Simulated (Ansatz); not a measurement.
LaMg2Si2 in space group P4/mmm (No. 123; La on 1a, Mg on 2e, Si on 2h), DFT-PBE in the program Ansatz with PAW potentials, all energies at zero smearing, with the estimated change up to a 700 eV cutoff added, with one set of potentials and settings (totals compare only within such a set). Cell of 5 atoms (1 La, 2 Mg, 2 Si): -11371.736 eV.

| element | reference phase | E (eV/atom) |
|---|---|---|
| La | P6_3/mmc, 4 atoms in the cell | -6250.0953 |
| Mg | P6_3/mmc, 2 atoms in the cell | -1923.8026 |
| Si | Fd-3m, 2 atoms in the cell | -635.8096 |

Formation energy per atom, worked out: (-11371.736 − 1×(-6250.0953) − 2×(-1923.8026) − 2×(-635.8096))/5 = -0.483 eV/atom (-47 kJ per mol of atoms), at 0 K, without zero-point energy or fitted corrections.

The workflow started from a Materials Project entry (that database holds measured and hypothetical structures alike); the Crystallography Open Database copy checked does not list it. Its standing as an ambient phase is unchecked. The PBE relaxation kept the symmetry of its start; whether a distortion lowers the energy is not shown. The references are the lowest solids computed at this level, not always the standard phases. Spin–orbit coupling is left out wherever it is not named.

Potentials: the later of the program's two PAW sets.
